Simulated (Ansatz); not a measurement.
## Computed properties of Tl

Tl:
Space group I4₁/amd, origin choice 1 (No. 141); a = b = 6.2162 Å, c = 3.2704 Å, α = β = γ = 90.00°

```tsv
atom	site	symmetry	x	y	z
Tl	4a	-4m2	0.0000	0.0000	0.0000
```
(The calculation used a cell of 2 atoms; values per cell refer to that cell.)

Space group I4_1/amd (No. 141), β-Sn type; conventional cell a = 6.216 Å, b = 6.216 Å, c = 3.270 Å, α = 90.00°, β = 90.00°, γ = 90.00°.

Method: r²SCAN (plane waves, PAW; program Ansatz). Geometry: relaxed at this level of theory. Other levels are named where they apply.

Cell and energy:

```json
{
 "volume_per_atom": "31.59 Å³",
 "density": "10.74 g/cm³"
}
```

Electronic structure:

```json
{
  "electronic_character": "metallic (no gap)",
  "Density of states at the Fermi level": "0.56 states/eV per atom (mean over ±0.08 eV)",
  "Gap with spin–orbit coupling": "none (metallic)"
}
```

Mechanics:

```json
{
  "Bulk modulus (Birch–Murnaghan fit)": "28.5 GPa",
  "Pressure derivative B′": "5.3"
}
```

Phonons:

```json
{
 "highest_zone_centre_frequency": "76 cm^-1",
 "zone_centre_stability": "no imaginary mode at Γ"
}
```

The cell is a constructed one: a structure type filled with these elements; neither database checked (COD, Materials Project) lists it. It is not the phase usual at ambient conditions (space group No. 194). The cell was relaxed with r²SCAN under the symmetry of its start. As this level gives no gap, phonon frequencies hold no LO–TO term and depend on the k-mesh and smearing (Fermi–Dirac, 0.1 eV here). Axis ratios of metals converge slowly with the k-mesh, so a and c are less sure than the volume. Scalar-relativistic: spin–orbit coupling is off unless named, which matters more the heavier the elements.

Potentials: the later of the program's two PAW sets.
